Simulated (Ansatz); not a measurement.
**Be5ZnSe6: zone-centre modes**

Computed with Ansatz 0.2.0, DFT PBE, scalar-relativistic, plane waves, PAW. Plane waves to 420 eV; Γ-centred k mesh 6×6×4; fixed occupations. No spin polarisation. Phonons by linear response, acoustic sum rule imposed.

Relaxed structure:
```xyz
12
Lattice="6.4350 0.0000 0.0000 -3.2175 5.5729 0.0000 0.0000 0.0000 6.1186" Properties=species:S:1:pos:R:3 pbc="T T T"
Be    4.2473    0.0000    0.0331
Be    1.0938    1.8946    0.0331
Be   -2.1237    3.6783    0.0331
Be    3.2175    1.8576    3.0877
Be    0.0000    3.7153    3.0877
Zn    0.0000    0.0000    3.1056
Se    4.1300    0.0000    2.2821
Se    1.1525    1.9962    2.2821
Se   -2.0650    3.5767    2.2821
Se    0.0000    0.0000    5.5562
Se    3.2175    1.8576    5.3535
Se    0.0000    3.7153    5.3535
```

It was reached by relaxing an invented guess, and it needn't be the stable form of this composition.

Optical modes at Γ (transverse, no macroscopic field):
```
frequency (THz)  degeneracy  IR intensity of the level ((D/Å)²/amu)
           2.56           2                                    0.11
           3.35           1                                    0.36
           3.97           2                                    0.44
           4.52           2                                    0.00
           4.72           1                                    0.00
           5.10           2                                    0.13
           5.15           1                                    0.01
           5.29           2                                    0.03
           5.75           1                                    0.00
           6.31           1                                    0.24
           6.67           2                                    2.50
           6.74           1                                    1.49
          12.90           2                                    1.29
          13.43           1                                    0.00
          13.47           2                                    4.46
          13.54           2                                   22.68
          13.89           1                                    6.66
          14.43           1                                   31.98
          14.67           1                                    0.00
          14.93           2                                   34.38
          15.15           2                                    6.42
          15.77           1                                    0.30
```

All 33 optical modes at Γ are real: no displacement of atoms at fixed cell lowers the energy to second order. Strains and modes at other wave vectors aren't tested by this run.

```
Electronic dielectric constant ε∞ (principal values) : 6.16, 6.16, 6.29
Static dielectric constant ε0 (principal values)     : 8.1, 8.1, 8.6
Refractive index √ε∞, mean                           : 2.49
Kohn–Sham gap on the mesh                            : 2.97 eV
Cost                                                 : 15 min on 4 threads of Arm Neoverse V2 (shared host), peak memory 4.8 GiB
```

Born effective charges (e):
```tsv
atom	Z*xx	Z*yy	Z*zz	mean
Be (atom 1)	1.59	1.54	1.66	1.60
Be (atom 4)	1.50	1.50	1.61	1.54
Zn (atom 6)	1.88	1.88	2.05	1.93
Se (atom 7)	-1.53	-1.68	-1.78	-1.66
Se (atom 10)	-1.68	-1.68	-1.59	-1.65
Se (atom 11)	-1.54	-1.54	-1.65	-1.58
```

The modes are given without the long-range field that lifts LO modes in polar crystals.
